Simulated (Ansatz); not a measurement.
Li₃CuS₂ — S-33 NMR of the central transition

Cell: a Materials Project structure (computed, not necessarily an observed phase), taken as it stands.

Space group I4_132 (No. 214); a = 9.1866 Å.

```csv
site,Wyckoff,site symmetry,x,y,z
Li,24f,2..,0.7500,0.3658,0.5000
Cu,8a,.32,0.8750,0.3750,0.1250
S,16e,.3.,0.7597,0.2403,0.7403
```

One atom of each set is listed; the run and its k-mesh use a cell of 24 atoms with edges of 7.96, 7.96, 7.96 Å.

Method: Kohn–Sham DFT in Ansatz, PBE, plane waves and PAW, scalar-relativistic, 420 eV cutoff, Γ-centred 5×5×5 k-points, Fermi–Dirac smearing 0.02 eV.

S-33 has I = 3/2 and Q = -69.40 mb (Pyykkö 2018); at 18.8 T its Larmor frequency is ν₀ = 61.5 MHz. Only the quadrupole interaction is simulated: positions count from each site's isotropic chemical shift, and J coupling is left out, as are shift anisotropy and dipolar coupling, which fast spinning averages.

(1) Simulate the second-order pattern (fast magic-angle spinning, Gaussian broadening 1 kHz) of site S (1 Cu at 2.14 Å, 6 Li at 2.49–2.65 Å).

## Answers

(1) The calculation gives C_Q = -5.31 MHz and η = 0.00, so ν_Q = 2.65 MHz and the centre of gravity lies at -186 ppm (-11.4 kHz).

```
offset (kHz)  height
      -29.60       0
      -28.43       4
      -27.26       6
      -26.09       6
      -24.93       6
      -23.76       6
      -22.59       7
      -21.42       7
      -20.26       7
      -19.09      10
      -17.92      76
      -16.75      74
      -15.58      53
      -14.42      46
      -13.25      44
      -12.08      43
      -10.91      43
       -9.74      44
       -8.58      47
       -7.41      53
       -6.24      64
       -5.07     100
       -3.91      82
       -2.74       2
```

An axis of threefold or higher order runs through S, so V_zz lies along it and η is zero.
